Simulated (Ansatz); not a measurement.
An Ansatz (a first-principles code) run. Input:

Ansatz 0.2 input:
```yaml
crystal:
  lattice:
    - [4.5382265668, 0.0, 0.0]
    - [0.0, 5.4946807599, 0.0]
    - [0.0, 0.0, 4.8796678274]
  atoms:
    - { symbol: Ti, position: [0.5, 0.6751319066, 0.75] }
    - { symbol: Ti, position: [0.5, 0.3248680934, 0.25] }
    - { symbol: Ti, position: [0.0, 0.8248680934, 0.25] }
    - { symbol: Ti, position: [0.0, 0.1751319066, 0.75] }
    - { symbol: O, position: [0.7284138975, 0.6182001094, 0.0812281626] }
    - { symbol: O, position: [0.2715861025, 0.3817998906, 0.9187718374] }
    - { symbol: O, position: [0.7715861025, 0.8817998906, 0.5812281626] }
    - { symbol: O, position: [0.2284138975, 0.1182001094, 0.4187718374] }
    - { symbol: O, position: [0.2284138975, 0.8817998906, 0.9187718374] }
    - { symbol: O, position: [0.7715861025, 0.1182001094, 0.0812281626] }
    - { symbol: O, position: [0.2715861025, 0.6182001094, 0.4187718374] }
    - { symbol: O, position: [0.7284138975, 0.3817998906, 0.5812281626] }
kpoints:
  mp_grid: { grid: [5, 5, 5] }
basis: { xc_grid: 2 }
hamiltonian:
  xc: pbesol
  pseudopotentials: { azcp: { folder: ./paw }, kind: paw }
scf:
  occupations: { method: fixed }
output:
  optics: { e_range: [0.0, 15.0], de: 0.05, sigma: 0.1, bands: { spectra_wanted_up_to: 12 eV } }
```

Output (shortened):

```
output.optics: the spectra are integrated over the Brillouin zone by k·p interpolation around the k-points, where levels, occupations, output.optics.sigma and …
Pseudopotential: Ti, paw, valence charge 12
Pseudopotential: O, paw, valence charge 6
Functional definition: PBEsol
Crystal: 12 atoms, lattice volume = 121.680 Å³
Basis set: ecut = 420 eV, 2393 PW (Γ), exchange–correlation on 64×80×72 points (8 copies of the dense FFT grid, shifted against one another)
Bands: 60, of which v1, the nominal top of the filled ones, is band 48 counted from 1 (47 counted from 0)
Symmetry: 8 space group operations
Space group: Pbcn (ITA 60), of the structure as read, at distance tolerance 5.0e-5 Å
k-points: 27 of 125
SCF iter   1: F=—  HF=-14399.525638 eV  |F-HF|=—  |Δ(HF+E_count)|=         —  Δρ=5.55e-2  dr2=3.27e0  ethr=3.10e-3  ⟨swp⟩=3.0  Hψ=4597  notcnv=0  defer=168
preconditioner: auto → Resta (q_TF=auto, 2.623 Å⁻¹)
SCF iter   2: F=—  HF=-14399.401293 eV  |F-HF|=—  |Δ(HF+E_count)|=   1.24e-1  Δρ=3.35e-2  dr2=9.86e-1  ethr=3.10e-3  ⟨swp⟩=2.9  Hψ=2790  notcnv=0  defer=172
SCF iter   3: F=—  HF=-14399.388764 eV  |F-HF|=—  |Δ(HF+E_count)|=   1.25e-2  Δρ=2.07e-2  dr2=5.40e-1  ethr=1.03e-3  ⟨swp⟩=2.0  Hψ=2245  notcnv=0  defer=179
SCF iter   4: F=—  HF=-14399.333701 eV  |F-HF|=—  |Δ(HF+E_count)|=   5.51e-2  Δρ=4.04e-3  dr2=1.88e-2  ethr=5.63e-4  ⟨swp⟩=2.0  Hψ=2458  notcnv=0  defer=182
SCF iter   5: F=—  HF=-14399.341238 eV  |F-HF|=—  |Δ(HF+E_count)|=   7.54e-3  Δρ=1.37e-3  dr2=2.79e-3  ethr=1.95e-5  ⟨swp⟩=2.7  Hψ=2366  notcnv=0  defer=269
SCF iter   6: F=—  HF=-14399.342147 eV  |F-HF|=—  |Δ(HF+E_count)|=   9.09e-4  Δρ=2.82e-4  dr2=8.75e-5  ethr=2.91e-6  ⟨swp⟩=2.0  Hψ=2153  notcnv=0  defer=270
SCF iter   7: F=—  HF=-14399.342140 eV  |F-HF|=—  |Δ(HF+E_count)|=   6.78e-6  Δρ=5.26e-5  dr2=3.41e-6  ethr=9.11e-8  ⟨swp⟩=2.0  Hψ=2315  notcnv=0  defer=169
SCF iter   8: F=—  HF=-14399.342142 eV  |F-HF|=—  |Δ(HF+E_count)|=   1.88e-6  Δρ=1.40e-5  dr2=2.00e-7  ethr=3.55e-9  ⟨swp⟩=2.6  Hψ=2916  notcnv=0  defer=169
SCF iter  12: F=-14399.342142 eV  HF=-14399.342142 eV  |F-HF|=1.82e-12  |Δ(HF+E_count)|=  5.46e-12  Δρ=4.63e-8  dr2=2.51e-12  ethr=1.00e-12  ⟨swp⟩=8.3  Hψ=4917  notcnv=0
SCF 1 converged in 12 iterations: F = -14399.342142 eV  dr2 = 2.51e-12
NSCF: frozen V_eff on 27 k-points
Optics k sum: 0 of 27 k-points
Optics k sum: 2 of 27 k-points
Optics k sum: 3 of 27 k-points
Optics k sum: 5 of 27 k-points
Optics k sum: 6 of 27 k-points
Optics k sum: 7 of 27 k-points
Optics k sum: 9 of 27 k-points
Optics k sum: 10 of 27 k-points
Optics k sum: 11 of 27 k-points
Optics k sum: 13 of 27 k-points
Optics k sum: 14 of 27 k-points
Optics k sum: 15 of 27 k-points
Optics k sum: 17 of 27 k-points
Optics k sum: 18 of 27 k-points
Optics k sum: 19 of 27 k-points
Optics k sum: 21 of 27 k-points
Optics k sum: 22 of 27 k-points
Optics k sum: 23 of 27 k-points
Optics k sum: 25 of 27 k-points
Optics k sum: 26 of 27 k-points
Optics k sum: 27 of 27 k-points
Optics k sum: 0 of 27 k-points
Optics k sum: 2 of 27 k-points
Optics k sum: 3 of 27 k-points
Optics k sum: 5 of 27 k-points
Optics k sum: 6 of 27 k-points
Optics k sum: 7 of 27 k-points
Optics k sum: 9 of 27 k-points
Optics k sum: 10 of 27 k-points
Optics k sum: 11 of 27 k-points
Optics k sum: 13 of 27 k-points
Optics k sum: 14 of 27 k-points
Optics k sum: 15 of 27 k-points
Optics k sum: 17 of 27 k-points
Optics k sum: 18 of 27 k-points
Optics k sum: 19 of 27 k-points
Optics k sum: 21 of 27 k-points
Optics k sum: 22 of 27 k-points
Optics k sum: 23 of 27 k-points
Optics k sum: 25 of 27 k-points
Optics k sum: 26 of 27 k-points
Optics k sum: 27 of 27 k-points
NSCF: frozen V_eff on 1 k-points
NSCF: frozen V_eff on 1 k-points
NSCF: frozen V_eff on 1 k-points
NSCF: frozen V_eff on 1 k-points
NSCF: frozen V_eff on 1 k-points
NSCF: frozen V_eff on 1 k-points
NSCF: frozen V_eff on 1 k-points
output.optics: what the bands over the 85 summed would add to eps1, eps2 and the energy-loss function is held between a lower and an upper bound (13 Lanczos …
SCF converged after 12 iterations
Free energy (F): -14399.342142 eV
Harris-Foulkes:  -14399.342142 eV  (|F-HF|=1.82e-12)
Internal energy: -14399.342142 eV  (E = F + TS)
E sigma→0 (E₀):  -14399.342142 eV
Fermi energy:    8.944808 eV
--- Per-component energies (eV) ---
  E_band       = -751.444960
  E_kinetic    = 2460.959843
  E_local      = -6156.078640  (includes V_loc(G=0)·N_el)
  E_nonlocal   = 654.799650
  E_hartree    = 2311.692806
  E_xc         = -1029.630467
  E_vxc        = -1309.849159  (∫ρ·V_xc dr)
  E_paw        = -5314.668819  (= ΣΔE_a)
  E_vpaw       = -1024.668068  (= ΣTr[D̂ρ^β])
  E_aug_tail   = 0.005844  (compensation charges beyond the density's cutoff)
  E_ewald      = -7327.262202
  E_core_change = 0.839841  (= ΣΔE_core)
  E_smearing   =  0.000000  (= −TS)
  E_closure    = 0.000000  (closes the sum)
  Σ components = -14399.342142   (vs F -14399.342142, Δ=0.00e0)
  [band-id]    e_kinetic+e_local+e_nonlocal+2·e_hartree+e_vxc+e_vpaw+e_augmentation_tail = -751.444918   (vs E_band -751.444960, Δ=4.25e-5)
--- Band table (eV; the first three rows and the last of 27) ---
  k-point 0: bands = ["-47.0989", "-47.0745", "-47.0666", "-47.0601", "-23.6954", "-23.6048", "-23.5790", "-23.5168", "-23.4973", "-23.4951", "-23.4697", "-23.4466", "-23.3905", "-23.3876", "-23.3665", "-23.3648", "-8.8463", "-7.5931", "-7.4275", "-7.2152", …
  k-point 1: bands = ["-47.0952", "-47.0738", "-47.0673", "-47.0638", "-23.6688", "-23.6282", "-23.5792", "-23.5623", "-23.4713", "-23.4651", "-23.4473", "-23.4344", "-23.4059", "-23.3952", "-23.3892", "-23.3709", "-8.7004", "-7.6026", "-7.4750", "-7.3609", …
  k-point 2: bands = ["-47.0855", "-47.0735", "-47.0718", "-47.0693", "-23.6482", "-23.6318", "-23.5992", "-23.5320", "-23.4936", "-23.4520", "-23.4300", "-23.4295", "-23.4150", "-23.4074", "-23.4005", "-23.3848", "-8.3119", "-7.8401", "-7.5121", "-7.4726", …
  k-point 26: bands = ["-47.0793", "-47.0779", "-47.0715", "-47.0711", "-23.6487", "-23.6473", "-23.6195", "-23.6090", "-23.4502", "-23.4383", "-23.4289", "-23.4197", "-23.4080", "-23.4004", "-23.3817", "-23.3790", "-7.8750", "-7.7882", "-7.6222", "-7.5656", …
```

Cost: around 5 core-minutes (rough) on shared cores.

This is a known high-pressure phase of the composition, computed here at zero pressure and temperature. The cell was relaxed with PBEsol under the symmetry of its start; its stability against distortions is not shown here. No spin polarisation was allowed.

Potentials: the earlier of the program's two PAW sets. The files were generated under PBE; for other functionals the program regenerates the frozen cores, and for LDA and PBEsol the local potential too.

Ansatz is a plane-wave DFT program.
